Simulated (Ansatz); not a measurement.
# Relaxing a structure of Zr₂Ge

The relaxed structure here is a generated cell of Zr2Ge: the first start was made by placing the elements on the sites of a structure type, and the end was not matched to a known phase here, so it may be hypothetical.

The start is a generated trial cell of Zr2Ge in the AFLOW prototype A2B_cP6_224_b_a (C3, as in Cu2O). The cell and all atomic positions are relaxed at zero pressure with r2SCAN (plane waves to 500 eV, PAW, scalar-relativistic; Ansatz, an electronic-structure program). The first steps use a coarse 5×5×5 k-mesh.

Starting cell:
```
CELL_PARAMETERS angstrom
      5.00151     0.00000     0.00000
      0.00000     5.00151     0.00000
      0.00000     0.00000     5.00151
ATOMIC_POSITIONS crystal
  Zr 0.75000 0.75000 0.75000
  Zr 0.75000 0.25000 0.25000
  Zr 0.25000 0.75000 0.25000
  Zr 0.25000 0.25000 0.75000
  Ge 0.00000 0.00000 0.00000
  Ge 0.50000 0.50000 0.50000
```

### Question
How much energy is released per atom?

### Answer
About 1.1 eV/atom.

### Question
Is the relaxed structure metallic? Give its gap.

### Answer
No gap (metallic).

### Question
Write out the relaxed structure.

### Answer

Space group Pn-3m, origin choice 1 (No. 224); a = 5.6796 Å, b = 5.6796 Å, c = 5.6796 Å, α = 90.00°, β = 90.00°, γ = 90.00°

```
atom  site  symmetry       x       y       z
----  ----  --------  ------  ------  ------
Zr      4c      .-3m  0.7500  0.7500  0.7500
Ge      2a      -43m  0.0000  0.0000  0.0000
```

The space group stays Pn-3m (No. 224) (the run could not lower it); the end is AFLOW prototype A2B_cP6_224_b_a (C3, as in Cu2O), with 6 atoms in the primitive cell. Final values are on a 8×8×8 k-mesh of the relaxed cell. The start holds a very short contact (Ge–Zr 2.17 Å). No spin polarisation in the result.

The run could not lose the symmetry of its start: the end is stationary, and may be a saddle point rather than a minimum.

All atoms sit on sites fixed by symmetry, so only the cell could relax.
